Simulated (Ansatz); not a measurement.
A: CdSe (zinc blende), a = 6.082 Å, b = 6.082 Å, c = 6.082 Å, α = 90.00°, β = 90.00°, γ = 90.00°
B: ScAl$_{3}$ (Cu3Au type), a = 4.072 Å, b = 4.072 Å, c = 4.072 Å, α = 90.00°, β = 90.00°, γ = 90.00°
C: Mg2Sn (antifluorite type, space group Fm-3m), a = 6.746 Å, b = 6.746 Å, c = 6.746 Å, α = 90.00°, β = 90.00°, γ = 90.00°
D: LiBr (rock salt), a = b = c = 5.411 Å, α = β = γ = 90.00°

Scan: energy over volume and axial ratio (atoms clamped). One method and one kind of scan serve all of them; meshes and ranges differ. All were relaxed with their symmetry unable to fall. At this level the bands of Mg2Sn touch or barely overlap; measurements give the solid a gap. ScAl3 is run without spin polarisation.

**Question.** Order them by shear modulus C′ = (C11 − C12)/2 (fitted) (highest first) at the level PBEsol (plane waves to 420 eV, PAW, scalar-relativistic; Ansatz, a first-principles code).

**Answer.** B (74 GPa), C (24 GPa), D (18 GPa), A (9 GPa)

(A scan under strain: stresses follow from slopes of the energy per volume, elastic moduli from its curvatures.)
